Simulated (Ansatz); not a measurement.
The start is a generated cell, HgI2 placed in the marcasite structure type. Cell shape, volume and atoms are optimised at zero target pressure with r2SCAN (plane waves to 500 eV, PAW, scalar-relativistic; Ansatz, a quantum-chemistry and plane-wave program). First-step values are on the input's coarse k-mesh.

Ansatz input (later rounds restart from its end on a renewed k-mesh):
Ansatz 0.2 input:
```yaml
crystal:
  lattice:
    - [5.815054, 0, 0]
    - [0, 7.097229, 0]
    - [0, 0, 4.430567]
  atoms:
    - { symbol: Hg, position: [0, 0, 0] }
    - { symbol: Hg, position: [0.5, 0.5, 0.5] }
    - { symbol: I, position: [0.2004, 0.3787, 0] }
    - { symbol: I, position: [0.7004, 0.1213, 0.5] }
    - { symbol: I, position: [0.2996, 0.8787, 0.5] }
    - { symbol: I, position: [0.7996, 0.6213, 0] }
basis: { ecutwfc: 500, ecutrho_ratio: 4, xc_grid: 4, fft_grid_basis: typed }
kpoints: { mp_grid: { grid: [4, 4, 5] } }
hamiltonian:
  xc: r2scan
  dispersion: none
  pseudopotentials: { kind: paw }
scf: { occupations: { method: fermi_dirac, width: 0.05 } }
relax: { f_tol: 0.01, max_steps: 100, cell: { stress_tol: 0.02 } }
output: { forces: true, stress: true }
```

### Question
How large is the pressure on the unrelaxed cell, and of which sign?

### Answer
+12.0 GPa (positive: the cell is compressed).

### Question
Which atoms feel the largest initial force, and how large is it?

### Answer
3.04 eV/Å, on I3, I4, I5, I6 (atoms numbered as listed).

### Question
How does the volume change?

### Answer
+31.2 %, from 30.48 to 39.98 Å³/atom.

### Question
What band gap does the relaxed structure have at this level?

### Answer
1.08 eV, direct within 0.03 eV (at Γ) (no spin-orbit coupling).

### Question
Give the final cell and atomic positions.

### Answer

```cif
data_Hg2I4
_chemical_formula_sum 'Hg2 I4'
_space_group_name_H-M_alt 'Pnnm'
_space_group_IT_number 58
_space_group_name_Hall '-P 2 2n'
_cell_length_a 7.15171
_cell_length_b 7.91650
_cell_length_c 4.23735
_cell_angle_alpha 90.000
_cell_angle_beta 90.000
_cell_angle_gamma 90.000
loop_
_atom_site_label
_atom_site_type_symbol
_atom_site_symmetry_multiplicity
_atom_site_Wyckoff_symbol
_atom_site_fract_x
_atom_site_fract_y
_atom_site_fract_z
_atom_site_occupancy
Hg1 Hg 2 a 0.00000 0.00000 0.00000 1
I1 I 4 g 0.23210 0.14588 0.50000 1
```

The space group stays Pnnm (No. 58) (the run could not lower it); the end is AFLOW prototype AB2_oP6_58_a_g (as in Fe2C), with 6 atoms in the primitive cell. Final values are on a 5×4×8 k-mesh of the relaxed cell. No spin polarisation in the result. Spin-orbit coupling is missing; with elements this heavy it can move band edges by tenths of an eV or more.

The run could not lose the symmetry of its start: the end is stationary, and may be a saddle point rather than a minimum.

The relaxed structure here is a generated cell of HgI2: the first start was made by placing the elements on the sites of a structure type, and the end was not matched to a known phase here, so it may be hypothetical.
